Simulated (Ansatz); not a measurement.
Sn₂Pt:
```cif
data_Pt4Sn8
_chemical_formula_sum 'Sn8 Pt4'
_space_group_name_H-M_alt 'Fm-3m'
_space_group_IT_number 225
_space_group_name_Hall '-F 4 2 3'
_cell_length_a 6.47658
_cell_length_b 6.47658
_cell_length_c 6.47658
_cell_angle_alpha 90.000
_cell_angle_beta 90.000
_cell_angle_gamma 90.000
loop_
_atom_site_label
_atom_site_type_symbol
_atom_site_symmetry_multiplicity
_atom_site_Wyckoff_symbol
_atom_site_fract_x
_atom_site_fract_y
_atom_site_fract_z
_atom_site_occupancy
Sn1 Sn 8 c 0.25000 0.25000 0.25000 1
Pt1 Pt 4 a 0.00000 0.00000 0.00000 1
```
(The calculation used a cell of 3 atoms; values per cell refer to that cell.)

Relaxed with r²SCAN.

Q: Which orbitals make up the states near the Fermi level in DFT-r²SCAN in the program Ansatz with PAW potentials?

A: Within 0.5 eV of the Fermi level: Sn 5p 49 %, Sn 5s 23 %, Pt 5d 22 %, outside the projected shells 5 %. Projections are on Löwdin-orthogonalised atomic valence shells; empty p or d shells of many metals are not among them.

Q: Tabulate the density of states.

A: States/eV per cell of 3 atoms, in 0.25 eV bins, energy from the Fermi level.

```
E (eV)  total  Pt 5d  Sn 5p  Sn 5s
------  -----  -----  -----  -----
-7.85    1.32   0.38   0.21   0.72
-7.60    0.93   0.30   0.15   0.47
-7.35    0.60   0.21   0.11   0.27
-7.10    0.46   0.17   0.11   0.17
-6.85    0.51   0.15   0.19   0.12
-6.60    0.57   0.15   0.25   0.09
-6.35    0.64   0.14   0.30   0.08
-6.10    0.62   0.15   0.30   0.07
-5.85    0.66   0.18   0.32   0.07
-5.60    1.00   0.38   0.47   0.07
-5.35    4.17   2.50   1.50   0.07
-5.10    4.55   2.99   1.36   0.06
-4.85    3.61   2.30   1.07   0.08
-4.60    3.23   2.15   0.82   0.09
-4.35    2.78   2.04   0.54   0.07
-4.10    4.14   3.50   0.48   0.04
-3.85    8.88   8.08   0.51   0.05
-3.60    3.33   2.77   0.30   0.10
-3.35    1.41   0.83   0.38   0.08
-3.10    1.61   0.94   0.45   0.11
-2.85    1.41   0.73   0.47   0.12
-2.60    1.47   0.68   0.54   0.16
-2.35    1.78   0.77   0.71   0.21
-2.10    1.91   0.74   0.76   0.31
-1.85    1.54   0.53   0.73   0.20
-1.60    1.27   0.36   0.70   0.13
-1.35    1.13   0.26   0.68   0.12
-1.10    1.02   0.18   0.66   0.10
-0.85    0.99   0.15   0.65   0.10
-0.60    0.90   0.18   0.49   0.15
-0.35    0.86   0.21   0.41   0.17
-0.10    0.87   0.21   0.41   0.19
0.15     0.99   0.22   0.48   0.23
0.40     1.33   0.24   0.67   0.33
0.65     1.55   0.24   0.79   0.41
0.90     1.62   0.23   0.84   0.45
1.15     1.18   0.18   0.62   0.30
1.40     0.79   0.12   0.41   0.20
1.65     0.62   0.09   0.30   0.16
1.90     0.79   0.11   0.39   0.21
2.15     0.93   0.12   0.49   0.22
2.40     1.22   0.14   0.64   0.21
2.65     1.43   0.16   0.79   0.16
2.90     2.00   0.23   1.22   0.12
3.15     2.16   0.22   1.35   0.11
3.40     1.70   0.16   1.11   0.08
3.65     1.63   0.13   1.10   0.06
3.90     2.19   0.14   1.32   0.08
4.15     2.16   0.11   1.33   0.07
4.40     2.26   0.10   1.37   0.06
```

The workflow started from an entry of the Crystallography Open Database (COD). Its standing as an ambient phase is unchecked. Symmetry was held in the r²SCAN relaxation; whether a distortion lowers the energy is not shown. No spin polarisation was allowed. Spin–orbit coupling is left out wherever it is not named.

Potentials: the later of the program's two PAW sets.
